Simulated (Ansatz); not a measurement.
**Band structure of B$_{2}$W**

```
CELL_PARAMETERS angstrom
3.02000 0.00000 0.00000
-1.51000 2.61540 0.00000
0.00000 0.00000 3.05000
ATOMIC_POSITIONS crystal
B 0.33333 0.66667 0.50000
B 0.66667 0.33333 0.50000
W 0.00000 0.00000 0.00000
```

Atoms are numbered in the order listed.

The geometry is COD entry 1510851, unchecked; take it as a test cell.

Spin–orbit coupling is left out, though it moves levels of the heavy atoms by tenths of an eV or more.

Level of theory: DFT, LDA, all-electron LAPW, scalar-relativistic in Ansatz 0.2.0.

Settings: a Γ-centred 14×14×12 k mesh, Fermi–Dirac smearing of 0.05 eV, basis error target 0.5 meV/atom, no spin polarisation.

Points in fractions of the reciprocal vectors of this cell: Γ (0, 0, 0), M (0.5, 0, 0), K (0.333, 0.333, 0), A (0, 0, 0.5), L (0.5, 0, 0.5), H (0.333, 0.333, 0.5). The path runs Γ–M–K–Γ–A–L–H–A–L. Energies are in eV from the Fermi level; (×n) counts levels within 4 meV of each other, which need not be degenerate by symmetry.

Problem. Is there a gap?

Solution. none: bands cross the Fermi level, a metal.

Problem. List the levels between -20 and 3 eV at the symmetry points.

Solution. 
Γ: -16.62, -6.29 (×2), -6.19, -3.70, 0.35 (×2)
M: -12.78, -11.14, -6.43, -6.39, -5.49, -0.66, 1.40, 1.49, 2.26
K: -10.77, -10.63 (×2), -4.90 (×2), -0.99 (×2), -0.55
A: -13.04, -11.44, -3.71 (×2), -2.98 (×2), -2.71 (×2), 0.74
L: -12.97, -9.25, -8.17, -8.01, -5.02, 2.03, 2.08
H: -11.79 (×2), -7.39, -6.17 (×2), 1.74
